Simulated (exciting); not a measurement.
## Fitting the PBEsol energy curve of MgSc

```cif
data_structure
_symmetry_space_group_name_H-M 'P 1'
_symmetry_Int_Tables_number 1
_cell_length_a 3.5965
_cell_length_b 3.5965
_cell_length_c 3.5965
_cell_angle_alpha 90.000
_cell_angle_beta 90.000
_cell_angle_gamma 90.000
_cell_volume 46.52
loop_
_atom_site_label
_atom_site_type_symbol
_atom_site_fract_x
_atom_site_fract_y
_atom_site_fract_z
_atom_site_occupancy
Sc1 Sc 0.50000 0.50000 0.50000 1
Mg1 Mg 0.00000 0.00000 0.00000 1
```

The cell comes from a database or a generator and needn't be the stable form of this composition.

The cell was scaled at fixed shape and fractions and run with exciting, all-electron LAPW+lo, shipped species files, valence relativity iora*; PBEsol, k mesh 7 × 7 × 7 on the cell of 2 atoms, fermi-dirac occupations of 0.05 eV, no spin polarisation, no spin-orbit coupling. Energies are those that the program minimises, any entropy of the smearing included. For a metal such a mesh isn't converged to the digits shown.

| V (Å³/atom) | energy over the lowest row (meV/atom) |
| --- | --- |
| 21.8635 | 3.48 |
| 22.3287 | 0.06 |
| 22.7939 | 0.00 |
| 23.2591 | ? |
| 23.7243 | 8.27 |
| 24.1894 | 16.23 |
| 24.6546 | 26.43 |

Fit the third-order Birch-Murnaghan form, give V0, B0 and B′, and predict the energy left open.

With y = (V0/V)^(2/3), E = E0 + (9 V0 B0/16) [(y - 1)³ B′ + (y - 1)² (6 - 4y)]. Least squares through the rows shown give V0 = 22.5799 Å³/atom, E0 = -0.36 meV, B0 = 51.40 GPa (1 eV/Å³ = 160.218 GPa) and B′ = 3.50, with a largest miss of 0.04 meV. At V = 23.2591 the form with these constants gives 2.77 meV; the run gave 2.82 meV an atom.
